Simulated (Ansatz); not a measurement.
Relaxed-ion elastic tensor of SrTe (rock salt, Fm-3m) in GPa (Voigt order), DFT-PBEsol in the program Ansatz with PAW potentials; density 4.96 g/cm³, 36.05 Å³ per atom.

```csv
,1,2,3,4,5,6
1,86.3,10.4,10.4,0.0,0.0,0.0
2,10.4,86.3,10.4,0.0,0.0,0.0
3,10.4,10.4,86.3,0.0,0.0,0.0
4,0.0,0.0,0.0,14.8,0.0,0.0
5,0.0,0.0,0.0,0.0,14.8,0.0
6,0.0,0.0,0.0,0.0,0.0,14.8
```

Is the crystal mechanically stable?

Yes: the smallest eigenvalue of C is 14.8 GPa.

Work out the Voigt, Reuss and Hill averages.

K_V = 35.7, K_R = 35.7, K_H = 35.7; G_V = 24.1, G_R = 19.6, G_H = 21.8 GPa.

Give Young's modulus, Poisson's ratio, Pugh's ratio and the universal anisotropy index.

E = 9KG/(3K + G) = 54.4 GPa; ν = 0.25; K/G = 1.64 (brittle by the Pugh limit of 1.75); A_U = 5G_V/G_R + K_V/K_R − 6 = 1.13.

Estimate the sound speeds and the Debye temperature.

v_l = √((K + 4G/3)/ρ) = 3620 m/s, v_t = √(G/ρ) = 2100 m/s, mean 2330 m/s; Θ = (h/k)(3n/4πV)^(1/3) v_m = 210 K.

Give the Zener ratio and Young's modulus along [100], [110] and [111].

A = 2C44/(C11 − C12) = 0.39; 1/E = S11 − 2(S11 − S12 − S44/2)Γ with Γ = 0, 1/4, 1/3 gives 84.0, 45.2, 39.1 GPa.

Solve the Christoffel equation for the three sound speeds along [100], [110], [111].

Eigenvalues of C_ijkl n_j n_l equal ρv². In km/s, slowest first: [100] 1.73, 1.73, 4.17; [110] 1.73, 2.77, 3.57; [111] 2.47, 2.47, 3.35.

The cell was relaxed with PBEsol under the symmetry of its start; of distortions, only those at the zone centre were tested. Spin–orbit coupling is left out wherever it is not named.

Potentials: the later of the program's two PAW sets.
